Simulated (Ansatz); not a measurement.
Single point in Ansatz 0.2.0 with r2SCAN, no spin polarisation. Cutoff 500 eV, PAW datasets, 4×4×4 Γ-centred k mesh, methfessel-paxton filling (width 0.0642 eV).

Computed maps in the lattice plane spanned by a (left to right, 6.76 Å, 20 points from zero) and b (bottom to top, 7.67 Å, 23 points from zero), 90° apart, at height 0.000 along c. The fields are smooth PAW ones with compensation charges, not the true ones near nuclei.

Valence density. Digits on a logarithmic scale: 0 up to 0.03 e/Å³, each further digit a factor of 1.6, 9 from 1.3 e/Å³ up:
```
44699999644469999964
44589998544458999854
44457775444445777544
44444444444444444444
44332223344433222334
33321112333332111233
22210001222221000122
11100000111110000011
00000000000000000000
00000000000000000000
00000000000000000000
00000000000000000000
00000000000000000000
00000000000000000000
11100000111110000011
22210001222221000122
33321112333332111233
44332223344433222334
44444444444444444444
44457775444445777544
44589998544458999854
44699999644469999964
44799999744479999974
```

Question: The cell is Cs₂PdSe₂. Which atoms lie within 0.2 Å of this plane, and where (fractions of a and b)?

Answer: Pd at (0.25, 0.00), Pd at (0.75, 0.00). The whole cell:
```xyz
10
Lattice="0.0000 0.0000 6.7555 7.6702 0.0000 0.0000 3.8351 7.2381 -3.3778" Properties=species:S:1:pos:R:3 pbc="T T T"
Pd    0.0000    0.0000    1.6889
Pd    0.0000    0.0000    5.0666
Se    5.2196    5.8208    3.3778
Se    6.2857    1.4174    0.0000
Se    1.3845    1.4174    3.3778
Se   10.1208    5.8208    0.0000
Cs    2.6063    2.1549    0.0000
Cs    8.8990    5.0832    3.3778
Cs    6.4414    5.0832    0.0000
Cs    5.0639    2.1549    3.3778
```

Origin: a known structure type with other elements, at an estimated volume, so it need not be a known compound. Caveats: many states at the Fermi level without spin polarisation, so a magnetic state may lie lower.
